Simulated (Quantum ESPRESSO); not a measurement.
## ZnTa2CuIr2Pd2 (a curve over one atom's position)

Computed values, not a measurement. The program is pw.x of Quantum ESPRESSO 7.5 (plane-wave density functional theory). The cell is made up: eight metal atoms on a hexagonal close-packed lattice, with elements, volume, strain and displacements drawn at random and not relaxed, so it may be unstable or far from any real phase. PseudoDojo standard norm-conserving files set the functional (PBE unless stated); there is no spin polarisation or spin-orbit coupling, the Fermi-Dirac width of 0.25 eV means electrons at about 2900 K, and the masses in the input are unused placeholders. The copper pseudopotential is less sure than most, with forces differing by about three percent and pressure by about two GPa from a second method on plain copper. Heavy elements are run without spin-orbit coupling, which real alloys of them have. A spin test at this wide smearing found no moment, but such smearing suppresses magnetism that the real alloy may have.

Seven runs move atom 8 (Pd, counted in the order of the input) along y and keep all else fixed.

Input of the run at -0.0142:

```
&control calculation='scf', pseudo_dir='./dojo.nc.sr.pbe.v0_5.standard.upf', outdir='./o', disk_io='minimal', tprnfor=.true., tstress=.true. /
&system ibrav=0, nat=8, ntyp=5, nbnd=84, ecutwfc=92.02030273, nosym=.true., tot_charge=0,
 occupations='smearing', smearing='fd', degauss=0.0183746611
/
&electrons conv_thr=1.470e-08, electron_maxstep=70, mixing_beta=0.5 /
ATOMIC_SPECIES
Cu 1.0 Cu.upf
Ir 1.0 Ir.upf
Pd 1.0 Pd.upf
Ta 1.0 Ta.upf
Zn 1.0 Zn.upf
CELL_PARAMETERS angstrom
2.7622 0.0087 0.0349
1.3164 -2.3652 -4.5486
1.3466 7.1895 -4.5892
ATOMIC_POSITIONS angstrom
Zn -0.0754 -0.0251 0.0724
Ta 1.4153 2.4561 -4.5692
Cu 1.404 -0.7719 -2.379
Ir 2.677 1.6079 -6.8715
Ta 2.6754 4.7384 -4.6216
Pd 2.7351 0.0549 -4.4747
Ir 2.8115 1.5242 -2.1979
Pd 4.0314 4.1048 -6.7722
K_POINTS automatic
9 5 3 1 1 1
```

| shift of atom 8 along y (Å) | free energy less that of the input shown (eV) | Fx on atom 8 (eV/Å) | Fy on atom 8 (eV/Å) | Fz on atom 8 (eV/Å) | pressure (GPa) | iterations |
| --- | --- | --- | --- | --- | --- | --- |
| -0.0551 | 0.0007 | 0.253 | 0.191 | -1.359 | 6.15 | 20 |
| -0.0274 | -0.0013 | 0.263 | -0.043 | -1.376 | 6.08 | 20 |
| -0.0142 | 0.0000 | 0.269 | -0.152 | -1.384 | 6.07 | 20 |
| +0.0171 | 0.0087 | 0.283 | -0.403 | -1.403 | 6.06 | 20 |
| +0.0577 | 0.0315 | 0.305 | -0.719 | -1.427 | 6.11 | 20 |
| +0.0844 | 0.0535 | 0.322 | -0.923 | -1.442 | 6.19 | 20 |

Question: one run is left out of the table, at -0.0440. Estimate its Fy on atom 8 (eV/Å).

Answer: 0.096. The whole row:

| shift of atom 8 along y (Å) | free energy less that of the input shown (eV) | Fx on atom 8 (eV/Å) | Fy on atom 8 (eV/Å) | Fz on atom 8 (eV/Å) | pressure (GPa) | iterations |
| --- | --- | --- | --- | --- | --- | --- |
| -0.0440 | -0.0009 | 0.257 | 0.096 | -1.366 | 6.12 | 20 |

A cubic fit gives dFy/dy = -8.04 eV/Å² at zero shift. Across the table the energy follows the integral of the force to 0.1 meV. A rerun of one of the cells at a higher cutoff and on a denser mesh moved values by no more than 0.008 eV in energy, 0.14 GPa in stress and 0.008 eV/Å in force, and a second program with other atomic files agreed on that cell to 2 % rms in force and 0.5 GPa in pressure.